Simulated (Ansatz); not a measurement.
SrTiO3 (cubic perovskite, Pm-3m), PBE in the plane-wave PAW code Ansatz, all energies at zero smearing, with the estimated change up to a 700 eV cutoff added, with one set of potentials and settings (totals compare only within such a set). Cell of 5 atoms (1 Sr, 1 Ti, 3 O): -7754.530 eV.

```json
[
 {"element": "Sr", "reference phase": "C2/m, 3 atoms in the cell", "E (eV/atom)": "-3544.2405"},
 {"element": "Ti", "reference phase": "P6/mmm, 3 atoms in the cell", "E (eV/atom)": "-2499.6763"},
 {"element": "O", "reference phase": "C2/m, 4 atoms in the cell, spin-polarised", "E (eV/atom)": "-565.0042"}
]
```

Formation energy per atom, worked out: (-7754.530 − 1×(-3544.2405) − 1×(-2499.6763) − 3×(-565.0042))/5 = -3.120 eV/atom (-301 kJ per mol of atoms), at 0 K, without zero-point energy or fitted corrections.

Symmetry was held in the PBE relaxation. No spin polarisation was allowed. The references are the lowest solids computed at this level, not always the standard phases (solids in place of the gases).

Potentials: the earlier of the program's two PAW sets.
